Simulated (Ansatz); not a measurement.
Pb:
```
Pb
1.0
    0.00000     2.46746     2.46746
    2.46746     0.00000     2.46746
    2.46746     2.46746     0.00000
Pb
1
Direct
  0.00000   0.00000   0.00000
```

Relaxed with PBEsol. Special points in fractions of this cell's reciprocal vectors: Γ (0.000, 0.000, 0.000); X (0.500, 0.000, 0.500); U (0.625, 0.250, 0.625); K (0.375, 0.375, 0.750); L (0.500, 0.500, 0.500); W (0.500, 0.250, 0.750).

### Question
List the band energies nearest the Fermi level at these points for PBEsol in the plane-wave PAW code Ansatz.

### Answer
In eV from the Fermi level; about four levels below and three above (degenerate sets whole), none deeper than 8.9 eV; … stands for higher levels left out; points with the same levels are listed once.

| k | below | above |
|---|---|---|
| Γ | – | 7.46 7.46 7.46 |
| X | -6.74 -3.35 | 2.02 2.02 … |
| U | -6.83 -2.35 -1.29 | 2.96 … |
| L | -8.18 -4.30 | 5.59 5.59 … |
| W | -6.64 -1.43 -1.43 | 0.21 … |

Space group Fm-3m (fcc (Cu type)). The cell was relaxed with PBEsol under the symmetry of its start. Scalar-relativistic: spin–orbit coupling is off unless named, which matters more the heavier the elements.

Potentials: the earlier of the program's two PAW sets. The files were generated under PBE; for other functionals the program regenerates the frozen cores, and for LDA and PBEsol the local potential too.
